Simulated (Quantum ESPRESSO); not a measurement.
# Si3F4O4: input and log of a self-consistent run

Simulated, not a measurement. The program is pw.x of Quantum ESPRESSO 7.5 (plane-wave density functional theory). The cell is made up: 11 atoms on a rutile lattice with one site empty, with randomly drawn elements, strain and displacements, not relaxed. PseudoDojo standard norm-conserving files (v0.5 for PBE, v0.4.1 for LDA and PBEsol) set the functional; there is no spin polarisation, spin-orbit coupling or dispersion term, and the masses in the input are unused placeholders.

Input:

```
&control calculation='scf', pseudo_dir='./dojo.nc.sr.pbe.v0_5.standard.upf', outdir='./o', disk_io='low', tprnfor=.true., tstress=.true. /
&system ibrav=0, nat=11, ntyp=3, nbnd=38, ecutwfc=105.61755193, nosym=.true., tot_charge=0,
 occupations='smearing', smearing='fd', degauss=0.0018374661
/
&electrons conv_thr=7.350e-09, electron_maxstep=60, /
ATOMIC_SPECIES
F 1.0 F.upf
O 1.0 O.upf
Si 1.0 Si.upf
CELL_PARAMETERS angstrom
4.1569 0.0161 -0.0581
0.0161 4.2703 0.0141
-0.0739 0.018 5.2911
ATOMIC_POSITIONS angstrom
Si 0.0244 0.0019 0.0338
Si 2.047 2.1548 1.2963
Si -0.0283 -0.0102 2.633
F 1.2675 1.3048 -0.0105
F 2.9133 2.9763 -0.043
O 3.3305 0.8413 1.2461
O 0.8367 3.4374 1.2855
O 1.1974 1.3263 2.621
F 2.811 2.989 2.6235
O 3.3066 0.8341 3.9111
F 0.7778 3.4656 3.9602
K_POINTS automatic
7 7 6 1 1 1
```

The log is shortened where brackets say so; the opening notice, blank lines, dates and the lines on written files are dropped, and the path of the files is cut. It prints rydbergs, bohrs and kilobars, and counts compression as positive stress. With no partly filled state, the Fermi energy that it prints is only some level between the filled and the empty states on the mesh, and need not lie in the true gap.

```
     Program PWSCF v.7.5
     Parallel version (MPI & OpenMP), running on       4 processor cores
     Number of MPI processes:                 4
     Threads/MPI process:                     1
     [start-up lines left out]
     bravais-lattice index     =            0
     lattice parameter (alat)  =       7.8562  a.u.
     unit-cell volume          =     633.6864 (a.u.)^3
     number of atoms/cell      =           11
     number of atomic types    =            3
     number of electrons       =        64.00
     number of Kohn-Sham states=           38
     kinetic-energy cutoff     =     105.6176  Ry
     charge density cutoff     =     422.4702  Ry
     scf convergence threshold =      7.3E-09
     mixing beta               =       0.7000
     number of iterations used =            8  plain     mixing
     Exchange-correlation= PBE
                           (   1   4   3   4   0   0   0)
     [axes and pseudopotential details left out]
   Cartesian axes
     site n.     atom                  positions (alat units)
         1        Si     tau(   1) = (   0.0058691   0.0004570   0.0081302  )
         2        Si     tau(   2) = (   0.4923825   0.5183125   0.3118102  )
         3        Si     tau(   3) = (  -0.0068072  -0.0024535   0.6333381  )
         4        F      tau(   4) = (   0.3048827   0.3138547  -0.0025257  )
         5        F      tau(   5) = (   0.7007611   0.7159150  -0.0103432  )
         6        O      tau(   6) = (   0.8011138   0.2023651   0.2997351  )
         7        O      tau(   7) = (   0.2012586   0.8268273   0.3092124  )
         8        O      tau(   8) = (   0.2880209   0.3190263   0.6304516  )
         9        F      tau(   9) = (   0.6761540   0.7189698   0.6310530  )
        10        O      tau(  10) = (   0.7953649   0.2006332   0.9407705  )
        11        F      tau(  11) = (   0.1870909   0.8336105   0.9525809  )
     number of k points=   147  Fermi-Dirac smearing, width (Ry)=  0.0018
     Number of k-points >= 100: set verbosity='high' to print them.
     Dense  grid:    92915 G-vectors     FFT dimensions: (  54,  54,  72)
     Estimated max dynamical RAM per process >     374.89 MB
     Estimated total dynamical RAM >       1.40 GB
     Initial potential from superposition of free atoms
     starting charge      63.9981, renormalised to      64.0000
     Starting wfcs are   44 randomized atomic wfcs
     total cpu time spent up to now is        7.0 secs
     per-process dynamical memory:   332.5 Mb
     Self-consistent Calculation
     iteration #  1     ecut=   105.62 Ry     beta= 0.70
     Davidson diagonalization with overlap
     ethr =  1.00E-02,  avg # of iterations =  2.5
     total cpu time spent up to now is       24.5 secs
     total energy              =    -354.69873582 Ry
     estimated scf accuracy    <       2.04104792 Ry
     iteration #  2     ecut=   105.62 Ry     beta= 0.70
     Davidson diagonalization with overlap
     ethr =  3.19E-03,  avg # of iterations =  3.1
     total cpu time spent up to now is       42.7 secs
     total energy              =    -355.13994850 Ry
     estimated scf accuracy    <       1.89915479 Ry
     iteration #  3     ecut=   105.62 Ry     beta= 0.70
     Davidson diagonalization with overlap
     ethr =  2.97E-03,  avg # of iterations =  2.0
     total cpu time spent up to now is       57.2 secs
     total energy              =    -355.54348099 Ry
     estimated scf accuracy    <       0.09818281 Ry
     iteration #  4     ecut=   105.62 Ry     beta= 0.70
     Davidson diagonalization with overlap
     ethr =  1.53E-04,  avg # of iterations =  4.7
     total cpu time spent up to now is       76.7 secs
     total energy              =    -355.56388202 Ry
     estimated scf accuracy    <       0.00709205 Ry
     iteration #  5     ecut=   105.62 Ry     beta= 0.70
     Davidson diagonalization with overlap
     c_bands:  1 eigenvalues not converged
     ethr =  1.11E-05,  avg # of iterations =  7.3
     total cpu time spent up to now is       97.2 secs
     total energy              =    -355.56517668 Ry
     estimated scf accuracy    <       0.00138960 Ry
     iteration #  6     ecut=   105.62 Ry     beta= 0.70
     Davidson diagonalization with overlap
     ethr =  2.17E-06,  avg # of iterations =  3.5
     total cpu time spent up to now is      113.8 secs
     total energy              =    -355.56526420 Ry
     estimated scf accuracy    <       0.00025965 Ry
     iteration #  7     ecut=   105.62 Ry     beta= 0.70
     Davidson diagonalization with overlap
     ethr =  4.06E-07,  avg # of iterations =  2.0
     total cpu time spent up to now is      128.5 secs
     total energy              =    -355.56531825 Ry
     estimated scf accuracy    <       0.00001379 Ry
     iteration #  8     ecut=   105.62 Ry     beta= 0.70
     Davidson diagonalization with overlap
     ethr =  2.15E-08,  avg # of iterations =  2.2
     total cpu time spent up to now is      144.8 secs
     total energy              =    -355.56532037 Ry
     estimated scf accuracy    <       0.00000517 Ry
     iteration #  9     ecut=   105.62 Ry     beta= 0.70
     Davidson diagonalization with overlap
     ethr =  8.08E-09,  avg # of iterations =  2.0
     total cpu time spent up to now is      159.1 secs
     total energy              =    -355.56532112 Ry
     estimated scf accuracy    <       0.00000059 Ry
     iteration # 10     ecut=   105.62 Ry     beta= 0.70
     Davidson diagonalization with overlap
     ethr =  9.25E-10,  avg # of iterations =  2.0
     total cpu time spent up to now is      174.8 secs
     total energy              =    -355.56532118 Ry
     estimated scf accuracy    <       0.00000011 Ry
     iteration # 11     ecut=   105.62 Ry     beta= 0.70
     Davidson diagonalization with overlap
     ethr =  1.72E-10,  avg # of iterations =  2.0
     total cpu time spent up to now is      190.5 secs
     End of self-consistent calculation
     Number of k-points >= 100: set verbosity='high' to print the bands.
     the Fermi energy is     9.8521 ev
!    total energy              =    -355.56532120 Ry
     estimated scf accuracy    <          6.7E-09 Ry
     smearing contrib. (-TS)   =      -0.00000000 Ry
     internal energy E=F+TS    =    -355.56532120 Ry
     The total energy is F=E-TS. E is the sum of the following terms:
     one-electron contribution =     -81.99853504 Ry
     hartree contribution      =      87.24583874 Ry
     xc contribution           =     -88.22380230 Ry
     ewald contribution        =    -272.58882260 Ry
     convergence has been achieved in  11 iterations
     Forces acting on atoms (cartesian axes, Ry/au):
     atom    1 type  3   force =    -0.10051876    0.12271086   -0.14036762
     atom    2 type  3   force =    -0.05186615   -0.14176157    0.12890200
     atom    3 type  3   force =     0.02011483    0.22392946    0.08859466
     atom    4 type  1   force =     0.00318749    0.00169551    0.00592199
     atom    5 type  1   force =    -0.00537193   -0.01261809    0.05271883
     atom    6 type  2   force =    -0.02200589   -0.01268534   -0.02524479
     atom    7 type  2   force =    -0.00860029   -0.01442441   -0.02106158
     atom    8 type  2   force =    -0.00273946   -0.02738655   -0.11174029
     atom    9 type  1   force =     0.06442261    0.02808206   -0.05128418
     atom   10 type  2   force =     0.07740274   -0.11952344    0.04064050
     atom   11 type  1   force =     0.02597480   -0.04801849    0.03292048
     Total force =     0.441015     Total SCF correction =     0.000161
     Computing stress (Cartesian axis) and pressure
          total   stress  (Ry/bohr**3)                   (kbar)     P=       50.04
   0.00081254  -0.00016202   0.00066876          119.53      -23.83       98.38
  -0.00016202   0.00019309   0.00026146          -23.83       28.40       38.46
   0.00066876   0.00026146   0.00001493           98.38       38.46        2.20
     init_run     :      6.47s CPU      6.78s WALL (       1 calls)
     electrons    :    182.20s CPU    183.55s WALL (       1 calls)
     forces       :      3.07s CPU      3.08s WALL (       1 calls)
     stress       :     10.56s CPU     10.57s WALL (       1 calls)
     [timing details left out]
     PWSCF        :   3m22.76s CPU   3m24.51s WALL
     JOB DONE.
```

In other units: free energy -4837.713 eV for the cell, pressure 5.00 GPa, largest force component 5.757 eV/Å. This run is the check on a run of the same cell at a cutoff of 1143 eV and k mesh 5 x 5 x 4: rerunning at a cutoff of 1437 eV and k mesh 7 x 7 x 6 moved values by no more than 0.003 eV in energy, 0.03 GPa in stress and 0.002 eV/Å in force.